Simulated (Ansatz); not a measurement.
Li (space group R-3m)

```
Li
1.0
    2.98802     1.72513    14.70777
    0.00000     1.72513    14.70777
    0.00000    -1.72513     7.35389
Li
6
Cartesian
  2.98802   1.72513  31.86654
  1.49401   0.86257  24.51265
  0.00000   0.00000   4.90289
  1.49401   0.86257  12.25678
  0.00000   0.00000   0.00000
  1.49401   2.58770  22.06166
```

The atoms are displaced by Q × the pattern below (from a DFPT mode at F = (0.5, 0.5, 0.0), largest move 1; Q in Å), at fixed cell. (q is in reciprocal vectors of the primitive cell; the cell shown is doubled to hold the pattern.)

```csv
atom,x,y,z
Li1,0.000,-0.232,0.973
Li2,0.000,0.232,-0.973
Li3,0.000,0.232,-0.973
Li4,0.000,-0.232,0.973
```

Atoms not listed stay in place.

Level of theory: LDA (plane waves to 420 eV, PAW, scalar-relativistic; Ansatz, a quantum-chemistry and plane-wave program). k mesh 18×18×18 (Γ-centred), Fermi-Dirac smearing 0.05 eV. With partly filled bands, energies and forces of such displacements shift with the k mesh and the smearing. Li was relaxed with its symmetry unable to fall. This is one of several known forms of Li; the measured ambient cells at hand have space group No. 229. 

| Q (Å) | −dE/dQ from forces (eV/Å) |
|---|---|
| -0.180 | 0.784 |
| -0.150 | 0.653 |
| -0.120 | 0.523 |
| -0.090 | 0.392 |
| -0.060 | 0.262 |
| -0.030 | 0.131 |
| 0.000 | 0.000 |
| 0.030 | -0.131 |
| 0.060 | -0.262 |
| 0.090 | -0.392 |
| 0.120 | -0.523 |
| 0.150 | -0.653 |
| 0.180 | -0.784 |

Q: What harmonic wavenumber does the curvature at Q = 0 give?

A: 207 cm⁻¹. E″ = 4.36 eV/Å², M = Σ mᵢ|uᵢ|² = 27.8 u, ν̃ = 521.5·√(|E″|/M).

(A displaced cell: forces are minus the slopes of the energy, force constants its curvatures, and phonons follow from these.)
